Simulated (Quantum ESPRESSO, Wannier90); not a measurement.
**Wannierisation of Se (R-3)**

Materials Project entry mp-147; symmetrised, unrelaxed at this level. COD (Crystallography Open Database) has the formula in 4 space groups, this one among them (matched by group alone). Level: PBEsol, no spin polarisation, no spin-orbit coupling; pw.x of Quantum ESPRESSO at 69 Ry with PseudoDojo potentials, 4×4×4 k-points, Wannier90. Density: 8×8×8 mesh, cold smearing 0.01 Ry. The cell is built of weakly bound layers, chains or molecules, whose nearest atoms lie 3.42 Å apart. Database cells relaxed without dispersion often hold them too far apart, which can enlarge gaps and weakens couplings between them; spacing and stacking were not compared with the measured crystal. Spin-orbit coupling, left out, would split the p-like bands by a few tenths of an eV.

```
begin unit_cell_cart
ang
    0.0000000000    0.0000000000    4.8395190000
   -5.6553249495   -3.2651033819   -1.6131730000
    5.6553249495   -3.2651033819   -1.6131730000
end unit_cell_cart
mp_grid = 4 4 4
```

Neighbour vectors b of the finite-difference formula (Å⁻¹), by shell:

```csv
shell,b_x,b_y,b_z
1,0.13888,-0.24054,0.00000
1,-0.13888,-0.24054,0.00000
1,-0.13888,0.24054,0.00000
1,-0.27775,0.00000,0.00000
1,0.13888,0.24054,0.00000
1,0.27775,0.00000,0.00000
2,0.00000,-0.16036,0.32458
2,-0.13888,0.08018,0.32458
2,0.13888,0.08018,0.32458
2,0.00000,0.16036,-0.32458
2,0.13888,-0.08018,-0.32458
2,-0.13888,-0.08018,-0.32458
```

Find the weights w_b from the completeness condition Σ_b w_b b_α b_β = δ_αβ.

Shell 1: Σ b_x² = 0.231, Σ b_y² = 0.231, Σ b_z² = 0.000 Å⁻²
Shell 2: Σ b_x² = 0.077, Σ b_y² = 0.077, Σ b_z² = 0.632 Å⁻²
Each of the three diagonal sums, weighted, has to give 1 and the off-diagonal ones 0, which holds for w_1 = 3.79 Å², w_2 = 1.58 Å². Check on xx: 3.79×0.231 + 1.58×0.077 = 1.00.

On this mesh the 5 functions of bands 44-48 (bands 44-48; start: SCDM (isolated), conv_tol = 1.0e-6) end with spreads 7.2166, 7.2459, 7.1727, 7.2260, 7.1674 Å², Ω_I = 32.7635 Å² and Ω_D = 0.1009 Å².

Ω_total is the sum of the spreads, 36.029 Å². Ω_OD = Ω_total − Ω_I − Ω_D = 3.164 Å². Only (Ω_D + Ω_OD)/Ω_total = 9.1 % depends on the gauge, and another start could lower the total by that share at most. The rms radius is √(Ω_total/5) = 2.68 Å.
